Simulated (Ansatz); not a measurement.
BAs:
```xyz
6
Lattice="3.4291 0.0000 0.0000 -1.7145 2.9697 0.0000 0.0000 0.0000 7.4029" Properties=species:S:1:pos:R:3 pbc="T T T"
B      1.7145     0.0000     3.7014
B     -0.8573     1.4848     1.2338
B      0.8573     1.4848     6.1690
As     1.7145     0.0000     0.0000
As    -0.8573     1.4848     4.9352
As     0.8573     1.4848     2.4676
```

Relaxed with PBEsol. Independent-particle spectrum: no excitons, no local fields, no scissors shift; 0.1 eV broadening; ε₁ of the summed bands alone.

Tabulate the dielectric function from PBEsol (plane waves, PAW; program Ansatz).



```csv
E (eV),ε₁ xx,ε₂ xx,ε₁ zz,ε₂ zz
0.0,15.61,0.00,17.64,0.00
0.5,15.81,0.00,17.89,0.00
1.0,16.48,0.00,18.69,0.00
1.5,17.76,0.00,20.26,0.00
2.0,20.11,0.00,23.17,0.00
2.5,25.15,0.17,30.30,0.80
3.0,37.89,4.12,42.58,5.78
3.5,46.64,39.69,38.95,38.51
4.0,-0.36,41.60,14.81,56.77
4.5,-7.25,28.10,-17.56,43.81
5.0,-7.96,20.47,-16.85,24.37
5.5,-8.11,14.74,-17.05,15.15
6.0,-8.06,11.66,-13.17,9.11
6.5,-6.98,9.09,-10.01,6.30
7.0,-6.52,7.31,-8.16,4.98
7.5,-5.52,6.17,-6.63,4.23
8.0,-5.08,5.32,-6.08,3.60
8.5,-5.04,4.60,-5.15,2.58
9.0,-4.61,3.46,-4.16,2.08
9.5,-4.02,2.85,-3.68,2.27
10.0,-3.56,2.42,-3.33,1.81
10.5,-3.17,2.07,-2.96,1.49
11.0,-2.81,1.71,-2.49,1.28
11.5,-2.50,1.56,-2.20,1.21
12.0,-2.33,1.27,-1.99,1.13
```

From ε at 4.1 eV (xx: -2.31 + 38.11i), find n, k, the normal reflectivity and the absorption coefficient.

n = 4.23, k = 4.499, R = 64 %, α = 2kE/ħc = 1900000 cm⁻¹.

With all bands, ε∞ without local fields is 15.7 (xx = yy), 17.7 (zz). DFPT, with local fields, gives 15.2 (xx = yy), 17.3 (zz).

Space group P6_222. The start of the workflow was typed in or built on a structure type; neither database checked (COD, Materials Project) lists it. It is not the phase usual at ambient conditions (space group No. 216). Symmetry was held in the PBEsol relaxation; of distortions, only those at the zone centre were tested. Its formation energy is positive at this level, so the cell may be metastable or incomplete. Spin–orbit coupling is left out wherever it is not named.

Potentials: the later of the program's two PAW sets.
